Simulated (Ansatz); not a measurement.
# Cs₂NaScCl₆: frozen normal mode

The calculation used DFT PBEsol, scalar-relativistic, plane waves, PAW in Ansatz. Cutoff 420 eV, Γ-centred 4×4×4 k-points, Gaussian smearing of 0.05 eV. Spin–orbit coupling is left out, which matters for the heavy elements here. No spin polarisation. Energies are free energies at this smearing, counted from the undisturbed cell; pressure is positive in compression.

Zero of the scan (relaxed at this level; it needn't be the usual structure):

```
Cs Na Sc Cl
1.0
     0.00000    5.21052    5.21052
     5.21052    0.00000    5.21052
     5.21052    5.21052    0.00000
Cs Na Sc Cl
2 1 1 6
Cartesian
  7.8158 7.8158 7.8158
  2.6053 2.6053 2.6053
  5.2105 5.2105 5.2105
  0.0000 0.0000 0.0000
  2.4708 5.2105 5.2105
  5.2105 5.2105 2.4708
  7.9502 5.2105 5.2105
  5.2105 2.4708 5.2105
  5.2105 7.9502 5.2105
  5.2105 5.2105 7.9502
```

A zone-centre mode of this cell is frozen in: each atom moves by x times its row below, so x is the largest displacement.
```
atom ux uy uz
 Cs1   0.000  0.000   0.000
 Cs2   0.000  0.000   0.000
 Na3   0.000  0.000   0.000
 Sc4   0.000  0.000   0.000
 Cl5   0.000  0.000  -1.000
 Cl6   1.000  0.000   0.000
 Cl7   0.000  0.000   1.000
 Cl8   0.000  0.000   0.000
 Cl9   0.000  0.000   0.000
Cl10  -1.000  0.000   0.000
```

| x (Å) | ΔE (meV/cell) | force along the mode (eV/Å) | pressure (GPa) | gap on the mesh (eV) |
| --- | --- | --- | --- | --- |
| -0.4000 | ? | 0.60 | ? | 3.95 |
| -0.2000 | 14.3 | 0.17 | 0.0 | 3.97 |
| 0.0000 | 0.0 | 0.00 | 0.0 | 3.97 |
| 0.0500 | 0.8 | ? | 0.0 | 3.97 |
| 0.1000 | 3.1 | -0.07 | 0.0 | 3.97 |
| 0.1500 | 7.5 | -0.11 | 0.0 | 3.97 |
| 0.2500 | 24.5 | -0.24 | -0.1 | 3.97 |
| 0.3000 | 38.7 | -0.33 | -0.1 | 3.97 |
| 0.3500 | 58.3 | -0.45 | -0.1 | 3.96 |

By symmetry 0.4000 repeats -0.4000, -0.3000 repeats 0.3000, 0.2000 repeats -0.2000, -0.1000 repeats 0.1000 in energy; the slope of the energy along the path changes sign there.

Q: Give the withheld values.

A: ΔE (meV/cell) at x (Å) = -0.4000: 84.5; pressure (GPa) at x (Å) = -0.4000: -0.1; force along the mode (eV/Å) at x (Å) = 0.0500: -0.03.

Cost: 9 runs of about 1.7 core-minutes in all, on Intel Xeon Platinum 8488C (Sapphire Rapids) (shared hosts).